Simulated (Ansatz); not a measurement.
Ansatz (a quantum-chemistry and plane-wave program) input:

Ansatz 0.2 input:
```yaml
crystal:
  lattice:
    - [4.9666961688, 0.0, 0.0]
    - [0.0, 4.9666961688, 0.0]
    - [0.0, 0.0, 4.9666961688]
  atoms:
    - { symbol: La, position: [0.5, 0.5, 0.0] }
    - { symbol: La, position: [0.0, 0.5, 0.5] }
    - { symbol: La, position: [0.5, 0.0, 0.5] }
    - { symbol: In, position: [0.0, 0.0, 0.0] }
kpoints:
  mp_grid: { grid: [6, 6, 6] }
  band_path:
    path:
      - [[0.0, 0.0, 0.0], [0.0, 0.5, 0.0], [0.5, 0.5, 0.0], [0.0, 0.0, 0.0], [0.5, 0.5, 0.5], [0.0, 0.5, 0.0]]  # Γ-X-M-Γ-R-X
      - [[0.5, 0.5, 0.5], [0.5, 0.5, 0.0]]  # R-M
    npoints: 12
basis: { xc_grid: 2 }
hamiltonian:
  xc: pbesol
  pseudopotentials: { kind: paw }
magnetization: { noncollinear: true, spin_orbit: true }
scf:
  n_extra_bands: 12
  convergence: { dr2_threshold: 0.0000000001 }
  occupations: { method: gaussian, width: 0.05 }
output: { eigenvalues: true }
```

Output (shortened):

```
Pseudopotentials: kind: paw_fr
Pseudopotential: La, paw_fr, valence charge 11
Pseudopotential: In, paw_fr, valence charge 13
Functional definition: PBEsol
non-collinear run that drives no moment, with spin-orbit …
Crystal: 4 atoms, lattice volume = 122.519 Å³
Basis set: ecut = 420 eV, 2373 PW (Γ), exchange–correlation on 72×72×72 points (8 copies of the dense FFT grid, shifted against one another)
Bands: 58, of which v1, the nominal top of the filled ones, is band 46 counted from 1 (45 counted from 0)
Symmetry: 48 space group operations + 48 with time reversal
k-points: 20 of 216
Projection manifold: j_resolved (fully-relativistic pseudo-atomic orbitals)
PAW frozen core: La, regenerated for the run's functional, and the local potential with it
PAW frozen core: In, regenerated for the run's functional, and the local potential with it
Initial density: superposition of atomic densities (chi_scale 0.1, normalization cell, long waves kept (reshape's long-wave potential 0.00 eV rms))
Initial wavefunctions: pseudopotential atomic-orbital guess
Eigensolver: davidson
Functional: x = pbesol(κ = 0.804, μ = 0.12345679012345678), c = pbesol(β = 0.046)
SCF iter   1: F=—  HF=-24030.295666 eV  |F-HF|=—  |Δ(HF+E_count)|=         —  Δρ=4.66e-2  dr2=7.86e0  dr2_m=0.00e0 (ungated)  ethr=3.10e-3  |M|=0.00e0 ∫|m|=0.00e0 μB  |m|>n=0.0e0 m-floor=0.0e0 τ_xc=0.0e0  β_m=0.30  ⟨swp⟩=5.3  Hψ=3403  notcnv=0  defer=4
all-band conjugate gradients solve this SCF's bands
preconditioner: auto → Kerker (q_TF=auto, 2.317 Å⁻¹)
spin=Noncollinear: Kerker preconditioning applied to the charge; magnetization (m_x, m_y, m_z) channels mix plain (no charge-response kernel on spin).
SCF iter   2: F=—  HF=-24029.110555 eV  |F-HF|=—  |Δ(HF+E_count)|=    1.19e0  Δρ=3.00e-2  dr2=3.57e0  dr2_m=0.00e0 (ungated)  ethr=3.10e-3  |M|=0.00e0 ∫|m|=0.00e0 μB  |m|>n=0.0e0 m-floor=0.0e0 τ_xc=0.0e0  β_m=0.56  ⟨swp⟩=2.6  Hψ=998  notcnv=0  defer=94
SCF iter   3: F=—  HF=-24028.126518 eV  |F-HF|=—  |Δ(HF+E_count)|=   9.84e-1  Δρ=8.01e-3  dr2=2.49e-1  dr2_m=0.00e0 (ungated)  ethr=3.10e-3  |M|=0.00e0 ∫|m|=0.00e0 μB  |m|>n=0.0e0 m-floor=0.0e0 τ_xc=0.0e0  β_m=0.70  ⟨swp⟩=3.2  Hψ=901  notcnv=0  defer=100
SCF iter   4: F=—  HF=-24028.057427 eV  |F-HF|=—  |Δ(HF+E_count)|=   6.91e-2  Δρ=1.86e-3  dr2=6.21e-3  dr2_m=0.00e0 (ungated)  ethr=5.42e-4  |M|=0.00e0 ∫|m|=0.00e0 μB  |m|>n=0.0e0 m-floor=0.0e0 τ_xc=0.0e0  β_m=0.74  ⟨swp⟩=3.6  Hψ=974  notcnv=0  defer=86
SCF iter   5: F=—  HF=-24028.056012 eV  |F-HF|=—  |Δ(HF+E_count)|=   1.42e-3  Δρ=6.62e-4  dr2=5.54e-4  dr2_m=0.00e0 (ungated)  ethr=1.35e-5  |M|=0.00e0 ∫|m|=0.00e0 μB  |m|>n=0.0e0 m-floor=0.0e0 τ_xc=0.0e0  β_m=0.87  ⟨swp⟩=2.1  Hψ=746  notcnv=0  defer=86
SCF iter   6: F=—  HF=-24028.055881 eV  |F-HF|=—  |Δ(HF+E_count)|=   1.31e-4  Δρ=1.02e-4  dr2=2.10e-5  dr2_m=0.00e0 (ungated)  ethr=1.20e-6  |M|=0.00e0 ∫|m|=0.00e0 μB  |m|>n=0.0e0 m-floor=0.0e0 τ_xc=0.0e0  β_m=0.93  ⟨swp⟩=1.9  Hψ=647  notcnv=0  defer=88
SCF iter   7: F=—  HF=-24028.055875 eV  |F-HF|=—  |Δ(HF+E_count)|=   5.88e-6  Δρ=3.09e-5  dr2=2.62e-6  dr2_m=0.00e0 (ungated)  ethr=4.56e-8  |M|=0.00e0 ∫|m|=0.00e0 μB  |m|>n=0.0e0 m-floor=0.0e0 τ_xc=0.0e0  β_m=0.97  ⟨swp⟩=2.1  Hψ=951  notcnv=0  defer=88
SCF iter   8: F=—  HF=-24028.055923 eV  |F-HF|=—  |Δ(HF+E_count)|=   4.78e-5  Δρ=5.63e-6  dr2=8.42e-8  dr2_m=0.00e0 (ungated)  ethr=5.71e-9  |M|=0.00e0 ∫|m|=0.00e0 μB  |m|>n=0.0e0 m-floor=0.0e0 τ_xc=0.0e0  β_m=0.98  ⟨swp⟩=2.0  Hψ=742  notcnv=0  defer=88
SCF iter  11: F=-24028.055923 eV  HF=-24028.055923 eV  |F-HF|=7.28e-12  |Δ(HF+E_count)|=  2.55e-11  Δρ=5.83e-8  dr2=5.11e-12  dr2_m=0.00e0 (ungated)  ethr=1.00e-12  |M|=0.00e0 ∫|m|=0.00e0 μB  |m|>n=0.0e0 m-floor=0.0e0 τ_xc=0.0e0  ⟨swp⟩=16.8  Hψ=2247  notcnv=0
SCF 1 converged in 11 iterations: F = -24028.055923 eV  dr2 = 5.11e-12
NSCF: frozen V_eff on 74 k-points
SCF converged after 11 iterations
Magnetization: |M| = 0.0000 μB,  M = (+0.0000, +0.0000, +0.0000) μB
Absolute magnetization: 0.0000 μB (∫|m|)
  site 0: m = (+0.0000, +0.0000, +0.0000) μB, |m| = 0.0000 μB  (R = 1.45 Å)
  site 1: m = (+0.0000, +0.0000, +0.0000) μB, |m| = 0.0000 μB  (R = 1.45 Å)
  site 2: m = (+0.0000, +0.0000, +0.0000) μB, |m| = 0.0000 μB  (R = 1.45 Å)
  site 3: m = (+0.0000, +0.0000, +0.0000) μB, |m| = 0.0000 μB  (R = 1.45 Å)
Free energy (F): -24028.055923 eV
Harris-Foulkes:  -24028.055923 eV  (|F-HF|=7.28e-12)
Internal energy: -24028.049933 eV  (E = F + TS)
E sigma→0 (E₀):  -24028.052928 eV
Entropy (-TS):   -0.005990 eV (-1.497 meV/atom)
Fermi energy:    12.096753 eV
--- Per-component energies (eV) ---
  E_band       = -87.634287
  E_kinetic    = 827.930350
  E_local      = -2010.226387  (includes V_loc(G=0)·N_el)
  E_nonlocal   = 655.520607
  E_hartree    = 739.867578
  E_xc         = -631.720816
  E_vxc        = -545.795555  (∫ρ·V_xc dr)
  E_paw        = -20084.468725  (= ΣΔE_a)
  E_vpaw       = -494.798524  (= ΣTr[D̂ρ^β])
  E_aug_tail   = 0.000025  (compensation charges beyond the density's cutoff)
  E_ewald      = -3525.702823
  E_core_change = 0.750258  (= ΣΔE_core)
  E_smearing   = -0.005990  (= −TS)
  E_closure    = 0.000000  (closes the sum)
  Σ components = -24028.055923   (vs F -24028.055923, Δ=0.00e0)
  [band-id]    e_kinetic+e_local+e_nonlocal+2·e_hartree+e_vxc+e_vpaw+e_augmentation_tail = -87.634328   (vs E_band -87.634287, Δ=-4.04e-5)
--- Band table (eV; the first three rows and the last of 20) ---
  k-point 0: bands = ["-20.5721", "-20.5721", "-20.1664", "-20.1664", "-20.1664", "-20.1664", "-6.1368", "-6.1368", "-6.1368", "-6.1368", "-5.3283", "-5.3283", "-4.1479", "-4.1479", "-3.6451", "-3.6451", "-3.6451", "-3.6451", "-3.1637", "-3.1637", "-2.6194", "-2.6194", "-2.6194", "-2.6194", "-2.0820", "-2.0820", "-2.0820", "-2.0820", "-1.2340", "-1.2340", "-1.2268", "-1.2268", "-1.2268", "-1.2268", "6.1270", "6.1270", "9.3958", "9.3958", "11.1662", "11.1662", "11.1662", "11.1662", "11.1862", "11.1862", "11.1888", "11.1888", "11.1888", "11.1888", "12.8530", "12.8530", "13.0549", "13.0549", "13.0549", "13.0549", "13.6339", "13.6339", "14.0193", "14.0193"]
  k-point 1: bands = ["-20.5488", "-20.5488", "-20.1911", "-20.1911", "-20.1659", "-20.1659", "-6.1291", "-6.1291", "-6.0839", "-6.0839", "-5.3670", "-5.3670", "-4.1113", "-4.1113", "-3.6564", "-3.6564", "-3.6257", "-3.6257", "-3.2000", "-3.2000", "-2.7432", "-2.7432", "-2.6642", "-2.6642", "-2.0708", "-2.0708", "-2.0693", "-2.0693", "-1.2252", "-1.2252", "-1.2190", "-1.2190", "-1.2186", "-1.2186", "6.3552", "6.3552", "9.6814", "9.6814", "10.9017", "10.9017", "11.2506", "11.2506", "11.2639", "11.2639", "11.3083", "11.3083", "11.4533", "11.4533", "12.7979", "12.7979", "12.9211", "12.9211", "12.9537", "12.9537", "13.5425", "13.5425", "13.9483", "13.9483"]
  k-point 2: bands = ["-20.4884", "-20.4884", "-20.2543", "-20.2543", "-20.1649", "-20.1649", "-6.1137", "-6.1137", "-5.9430", "-5.9430", "-5.4836", "-5.4836", "-4.0367", "-4.0367", "-3.6184", "-3.6184", "-3.5630", "-3.5630", "-3.2937", "-3.2937", "-3.0432", "-3.0432", "-2.7536", "-2.7536", "-2.0491", "-2.0491", "-2.0460", "-2.0460", "-1.2113", "-1.2113", "-1.2022", "-1.2022", "-1.1997", "-1.1997", "6.9204", "6.9204", "10.0675", "10.0675", "10.4175", "10.4175", "11.3108", "11.3108", "11.4010", "11.4010", "11.4526", "11.4526", "12.1912", "12.1912", "13.0508", "13.0508", "13.0559", "13.0559", "13.0983", "13.0983", "13.3224", "13.3224", "13.6395", "13.6395"]
  k-point 19: bands = ["-20.2989", "-20.2989", "-20.2989", "-20.2989", "-20.2989", "-20.2989", "-6.2024", "-6.2024", "-5.9640", "-5.9640", "-5.9640", "-5.9640", "-4.1515", "-4.1515", "-3.7129", "-3.7129", "-3.2441", "-3.2441", "-3.2441", "-3.2441", "-2.6107", "-2.6107", "-2.6107", "-2.6107", "-2.0742", "-2.0742", "-2.0742", "-2.0742", "-1.2311", "-1.2311", "-1.2133", "-1.2133", "-1.2133", "-1.2133", "6.5862", "6.5862", "11.0191", "11.0191", "11.0191", "11.0191", "11.0325", "11.0325", "12.4927", "12.4927", "12.4981", "12.4981", "12.4981", "12.4981", "13.4349", "13.4349", "13.5432", "13.5432", "13.5432", "13.5432", "13.6563", "13.6563", "13.7042", "13.7042"]
  band table: 58 of 58 bands, residual norms ≤ 1.0e-3 eV
```

Cost: roughly 70 core-seconds on shared cores.

Space group Pm-3m (Cu3Au type). The first step of the workflow began from a Materials Project structure, measured or hypothetical; the Crystallography Open Database files this formula in space group No. 221, but the cells were not matched. Its standing as an ambient phase is unchecked. Symmetry was held in the PBEsol relaxation; of distortions, only those at the zone centre were tested.

Potentials: the later of the program's two PAW sets.

Ansatz is a plane-wave DFT program.
